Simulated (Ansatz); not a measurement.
## Calculated electric field gradients for B6As

The cell is a computed structure from the Materials Project (it need not be an observed phase), atoms as given.

```cif
data_B6As
_symmetry_space_group_name_H-M 'R-3m:H'
_symmetry_Int_Tables_number 166
_cell_length_a 6.1368
_cell_length_b 6.1368
_cell_length_c 11.8948
_cell_angle_alpha 90.000
_cell_angle_beta 90.000
_cell_angle_gamma 120.000
loop_
_atom_site_label
_atom_site_type_symbol
_atom_site_symmetry_multiplicity
_atom_site_Wyckoff_symbol
_atom_site_fract_x
_atom_site_fract_y
_atom_site_fract_z
B1 B 18 h 0.8968 0.7936 0.1185
B3 B 18 h 0.1831 0.8169 0.6387
As As 6 c 0.0000 0.0000 0.6006
```

One atom of each set is listed; the run and its k-mesh use a cell of 14 atoms with edges of 5.32, 5.32, 5.32 Å.

Computed with Ansatz: DFT, PBE, plane waves and PAW, scalar-relativistic, 420 eV cutoff, Γ-centred 6×6×6 k-points, Fermi–Dirac smearing 0.05 eV.

Conventions: |V_zz| ≥ |V_yy| ≥ |V_xx|, η = (V_xx − V_yy)/V_zz, C_Q = eQV_zz/h.

¹⁰B: I = 3, Q = 84.59 mb; ⁷⁵As: I = 3/2, Q = 311.0 mb. Quadrupole moments are those of Pyykkö's year-2017 table.

| site | atoms | first shell | V_xx, V_yy, V_zz (10²¹ V/m²) | η | C_Q (MHz) |
| --- | --- | --- | --- | --- | --- |
| B1 | 6 | 6 B at 1.77–1.90 Å | 0.46, 0.78, -1.25 | 0.25 | -2.55 |
| B3 | 6 | 5 B at 1.73–1.81 Å, 1 As at 2.00 Å | -0.047, -0.23, 0.28 | 0.66 | 0.571 |
| As | 2 | 3 B at 2.00 Å, 1 As at 2.39 Å | -9.38, -9.38, 18.77 | 0.00 | 141 |

An axis of threefold or higher order runs through As, so V_zz lies along it and η is zero. The structure holds As–As bonds (2.39 Å).
